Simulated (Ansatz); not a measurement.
## Eigenvalues along a path: LuPd

```
CELL_PARAMETERS angstrom
3.41500 0.00000 0.00000
0.00000 3.41500 0.00000
0.00000 0.00000 3.41500
ATOMIC_POSITIONS crystal
Lu 0.00000 0.00000 0.00000
Pd 0.50000 0.50000 0.50000
```

The base volume is that of a database entry, with shape and atoms relaxed on PAW files at held volume, so it needn't be at zero pressure; the structure needn't be the stable phase, at rest or compressed.

Computed with Ansatz 0.2.0; functional LDA, scalar-relativistic. Settings: a Γ-centred 11×11×11 k mesh, Fermi–Dirac smearing of 0.05 eV, no spin polarisation. Methods: LAPW: all electrons, basis error target 1 meV/atom.

Spin–orbit coupling is left out, which matters for the heavy atoms.

Path points, in fractions of the reciprocal vectors: Γ (0.000, 0.000, 0.000), X (0.000, 0.500, 0.000), M (0.500, 0.500, 0.000), R (0.500, 0.500, 0.500). The distance column jumps between branches of the path. Levels in eV from the Fermi level; bands 14 to 30, counted from the lowest band of the run. The gap is zero, the pressure -6.42 GPa.

```
# k(1/Å) point b14 b15 b16 b17 b18 b19 b20 b21 b22 b23 b24 b25 b26 b27 b28 b29 b30
0.000 Γ -7.19 -5.08 -5.08 -5.08 -5.07 -5.07 -5.07 -5.04 -4.59 -4.59 -2.93 -2.93 -2.93 1.61 1.61 5.73 5.73
0.131 - -7.09 -5.10 -5.08 -5.08 -5.08 -5.07 -5.07 -5.05 -4.54 -4.54 -2.94 -2.94 -2.91 1.55 1.62 5.21 5.21
0.263 - -6.82 -5.13 -5.09 -5.09 -5.09 -5.07 -5.07 -5.06 -4.42 -4.39 -2.95 -2.95 -2.87 1.39 1.59 4.40 4.40
0.394 - -6.37 -5.17 -5.10 -5.10 -5.10 -5.07 -5.06 -5.06 -4.25 -4.19 -2.98 -2.98 -2.81 1.15 1.39 3.65 3.65
0.526 - -5.79 -5.20 -5.11 -5.11 -5.11 -5.09 -5.05 -5.05 -4.06 -3.97 -3.00 -3.00 -2.73 0.86 0.87 3.03 3.03
0.657 - -5.22 -5.17 -5.12 -5.12 -5.10 -5.07 -5.05 -5.05 -3.88 -3.78 -3.02 -3.02 -2.67 0.10 0.60 2.56 2.56
0.789 - -5.23 -5.14 -5.12 -5.12 -5.11 -5.04 -5.04 -4.46 -3.74 -3.70 -3.03 -3.03 -2.62 -0.62 0.40 2.28 2.28
0.920 X -5.24 -5.14 -5.13 -5.13 -5.12 -5.04 -5.04 -4.11 -3.74 -3.69 -3.04 -3.04 -2.61 -0.94 0.33 2.18 2.18
1.051 - -5.23 -5.14 -5.13 -5.12 -5.11 -5.04 -5.04 -4.09 -3.84 -3.68 -3.07 -2.87 -2.67 -0.97 0.45 2.18 2.31
1.183 - -5.21 -5.14 -5.13 -5.11 -5.11 -5.05 -5.04 -4.09 -4.05 -3.57 -3.15 -2.85 -2.44 -1.05 0.78 2.17 2.66
1.314 - -5.19 -5.15 -5.13 -5.10 -5.10 -5.06 -5.04 -4.29 -4.19 -3.30 -3.27 -3.07 -1.83 -1.13 1.25 2.07 3.17
1.446 - -5.16 -5.15 -5.12 -5.09 -5.08 -5.06 -5.03 -4.51 -4.34 -3.41 -3.30 -2.93 -1.17 -1.09 1.75 1.84 3.74
1.577 - -5.14 -5.13 -5.11 -5.08 -5.07 -5.06 -5.03 -4.70 -4.49 -3.53 -3.48 -2.53 -1.13 -0.28 1.47 2.10 4.30
1.708 - -5.13 -5.12 -5.08 -5.07 -5.07 -5.04 -5.03 -4.82 -4.61 -3.61 -3.60 -2.24 -0.98 0.48 1.07 2.15 4.71
1.840 M -5.12 -5.12 -5.07 -5.07 -5.07 -5.03 -5.03 -4.87 -4.65 -3.64 -3.64 -2.14 -0.87 0.87 0.87 2.04 4.87
2.026 - -5.14 -5.12 -5.09 -5.08 -5.07 -5.04 -5.04 -4.79 -4.56 -3.60 -3.54 -2.32 -1.18 0.51 0.98 2.22 4.57
2.212 - -5.17 -5.12 -5.11 -5.09 -5.08 -5.05 -5.05 -4.73 -4.31 -3.50 -3.28 -2.76 -2.03 0.34 1.21 2.14 3.94
2.397 - -5.20 -5.12 -5.10 -5.10 -5.09 -5.06 -5.05 -4.97 -4.09 -3.35 -3.29 -2.98 -2.81 0.63 1.41 1.90 3.44
2.583 - -5.71 -5.16 -5.11 -5.10 -5.10 -5.09 -5.07 -5.06 -4.10 -3.80 -3.19 -3.03 -2.80 1.13 1.52 2.10 3.39
2.769 - -6.47 -5.14 -5.10 -5.09 -5.09 -5.08 -5.08 -5.06 -4.29 -4.21 -3.06 -2.99 -2.80 1.37 1.57 3.23 3.92
2.955 - -7.00 -5.11 -5.09 -5.08 -5.08 -5.08 -5.08 -5.05 -4.50 -4.49 -2.96 -2.94 -2.88 1.53 1.60 4.74 4.89
3.141 Γ -7.19 -5.08 -5.08 -5.08 -5.07 -5.07 -5.07 -5.04 -4.59 -4.59 -2.93 -2.93 -2.93 1.61 1.61 5.73 5.73
3.368 - -6.91 -5.10 -5.10 -5.08 -5.08 -5.08 -5.08 -5.05 -4.45 -4.45 -2.97 -2.97 -2.86 1.55 1.55 4.26 5.13
3.596 - -6.13 -5.13 -5.13 -5.11 -5.08 -5.08 -5.08 -5.06 -4.11 -4.11 -3.10 -3.10 -2.80 1.50 1.50 2.73 4.14
3.824 - -5.22 -5.12 -5.12 -5.09 -5.08 -5.08 -5.07 -4.94 -3.69 -3.69 -3.29 -3.29 -3.04 1.50 1.50 2.36 3.33
4.051 - -5.14 -5.10 -5.10 -5.09 -5.08 -5.08 -5.06 -4.09 -3.51 -3.51 -3.25 -3.25 -3.17 1.01 1.01 3.11 3.45
4.279 - -5.11 -5.10 -5.09 -5.09 -5.07 -5.07 -5.05 -4.01 -3.64 -3.64 -2.85 -2.85 -2.33 0.11 0.11 4.42 4.44
4.507 - -5.11 -5.09 -5.09 -5.09 -5.05 -5.05 -5.04 -3.85 -3.69 -3.69 -2.42 -2.42 -1.54 -0.76 -0.76 4.92 5.78
4.734 R -5.11 -5.09 -5.09 -5.09 -5.04 -5.04 -5.04 -3.70 -3.70 -3.70 -2.11 -2.11 -1.25 -1.25 -1.25 4.23 6.90
4.920 - -5.11 -5.09 -5.09 -5.09 -5.05 -5.04 -5.04 -3.81 -3.70 -3.69 -2.43 -2.27 -1.29 -1.10 -0.83 4.72 5.81
5.106 - -5.10 -5.09 -5.09 -5.09 -5.06 -5.05 -5.04 -4.01 -3.70 -3.66 -2.89 -2.67 -1.31 -0.86 -0.11 4.48 4.92
5.292 - -5.11 -5.11 -5.09 -5.09 -5.09 -5.06 -5.05 -4.16 -3.67 -3.59 -3.24 -3.07 -1.27 -0.91 0.63 3.24 4.39
5.478 - -5.14 -5.13 -5.12 -5.10 -5.09 -5.06 -5.05 -4.19 -3.73 -3.48 -3.47 -3.21 -1.40 -1.20 1.29 2.13 4.45
5.664 - -5.19 -5.14 -5.13 -5.11 -5.10 -5.05 -5.04 -4.09 -3.92 -3.61 -3.29 -3.01 -2.09 -1.11 1.21 1.79 3.38
5.849 - -5.22 -5.13 -5.13 -5.12 -5.11 -5.04 -5.04 -4.06 -3.90 -3.68 -3.12 -2.73 -2.72 -1.00 0.57 2.08 2.53
6.035 X -5.24 -5.14 -5.13 -5.13 -5.12 -5.04 -5.04 -4.11 -3.74 -3.69 -3.04 -3.04 -2.61 -0.94 0.33 2.18 2.18
7.336 R -5.11 -5.09 -5.09 -5.09 -5.04 -5.04 -5.04 -3.70 -3.70 -3.70 -2.11 -2.11 -1.25 -1.25 -1.25 4.23 6.90
7.468 - -5.11 -5.09 -5.09 -5.09 -5.04 -5.04 -5.04 -3.75 -3.70 -3.70 -2.38 -2.11 -1.17 -1.17 -1.12 4.49 5.95
7.599 - -5.11 -5.09 -5.09 -5.08 -5.05 -5.05 -5.04 -3.91 -3.70 -3.70 -2.91 -2.11 -0.96 -0.93 -0.93 4.75 5.19
7.730 - -5.10 -5.10 -5.10 -5.07 -5.06 -5.06 -5.04 -4.13 -3.70 -3.70 -3.47 -2.12 -0.88 -0.56 -0.56 3.75 6.23
7.862 - -5.10 -5.10 -5.09 -5.06 -5.06 -5.06 -5.04 -4.39 -3.96 -3.68 -3.68 -2.13 -0.85 -0.12 -0.12 2.98 6.05
7.993 - -5.11 -5.11 -5.08 -5.07 -5.07 -5.05 -5.04 -4.63 -4.33 -3.66 -3.66 -2.13 -0.86 0.34 0.34 2.45 5.48
8.125 - -5.12 -5.12 -5.07 -5.07 -5.07 -5.04 -5.03 -4.81 -4.57 -3.65 -3.65 -2.14 -0.87 0.72 0.72 2.14 5.04
8.256 M -5.12 -5.12 -5.07 -5.07 -5.07 -5.03 -5.03 -4.87 -4.65 -3.64 -3.64 -2.14 -0.87 0.87 0.87 2.04 4.87
```
